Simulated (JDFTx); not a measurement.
Nb(110) slab cut from bulk Nb (space group Im-3m, indices of the conventional cell, lattice of the Materials Project entry mp-75, not re-optimised): 4 atoms in 4 planes, a 1x1 cell of 7.78 Å² (|a| = 2.873, |b| = 2.873 Å), 6.8 Å between the outermost planes, cell height 23.0 Å, 8×8×1 k mesh, Fermi smearing 0.01 Ha, no spin polarisation.

Level of theory: PBE, GBRV ultrasoft potentials, plane waves to 20/100 Ha; code: JDFTx (a modified build). Liquid: CANDLE, acetonitrile, 1 M NaF. The neutral cell holds 52 valence electrons and has two faces of 7.783 Å² each. Last filling lines of the neutral and of a charged run (μ in hartree, zero in the bulk liquid):

```
FillingsUpdate:  mu: -0.151662327  nElectrons: 52.000000
FillingsUpdate:  mu: -0.163167000  nElectrons: 51.952739
```

A calculation by hand: both potentials, by the convention U = −μ/e − 4.44 V vs SHE, the surface charge density and the mean capacitance.

U_pzc = 0.15166 × 27.2114 − 4.44 = -0.31 V; U = 0.16317 × 27.2114 − 4.44 = 0.00 V. The cell has -0.0473 excess electrons, a net charge of 0.0473 e, shared by two faces: σ = 0.0473 e / (2 × 7.783 Å²) = 0.00304 e/Å² = 4.9 μC/cm² (1 e/Å² = 1602.18 μC/cm²). C = σ/(U − U_pzc) = 4.9/0.31 ≈ 16 μF/cm². In this non-aqueous liquid the SHE scale is nominal.
